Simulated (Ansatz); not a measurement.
## ZrCu$_{5}$: computed property card

ZrCu5:
```yaml
crystal:
  lattice:
    - [0.00000, 3.41229, 3.41229]
    - [3.41229, 0.00000, 3.41229]
    - [3.41229, 3.41229, 0.00000]
  atoms:
    - { symbol: Cu, position: [0.75000, 0.75000, 0.75000] }
    - { symbol: Cu, position: [0.37588, 0.37588, 0.87237] }
    - { symbol: Cu, position: [0.37588, 0.87237, 0.37588] }
    - { symbol: Cu, position: [0.87237, 0.37588, 0.37588] }
    - { symbol: Cu, position: [0.37588, 0.37588, 0.37588] }
    - { symbol: Zr, position: [0.00000, 0.00000, 0.00000] }
```

Space group F-43m (No. 216); conventional cell a = 6.825 Å, b = 6.825 Å, c = 6.825 Å, α = 90.00°, β = 90.00°, γ = 90.00°.

Method: plane-wave PAW r²SCAN (Ansatz code). Structure relaxed to zero pressure with the same functional. Other levels are named where they apply.

Cell and energy:

```yaml
volume_per_atom: 13.24 Å³
density: 8.55 g/cm³
Formation energy from the elements (no fitted shifts): -0.14 eV/atom
```

Electronic structure:

```yaml
electronic_character: metallic (no gap)
Density of states at the Fermi level: 0.71 states/eV per atom (mean over ±0.08 eV)
Gap with spin–orbit coupling: none (metallic)
```

Mechanics:

```yaml
Bulk modulus (Birch–Murnaghan fit): 155 GPa
Pressure derivative B′: 4.7
```

Charges:

```yaml
bader_charges: Cu -0.36 to -0.22, Zr +1.66 e
```

The workflow started from an entry of the Crystallography Open Database (COD). Its standing as an ambient phase is unchecked. Symmetry was held in the r²SCAN relaxation; whether a distortion lowers the energy is not shown. The run is not spin-polarised. The references are the lowest solids computed at this level, not always the standard phases. Scalar-relativistic: spin–orbit coupling is off unless named, which matters more the heavier the elements.

Potentials: the later of the program's two PAW sets.
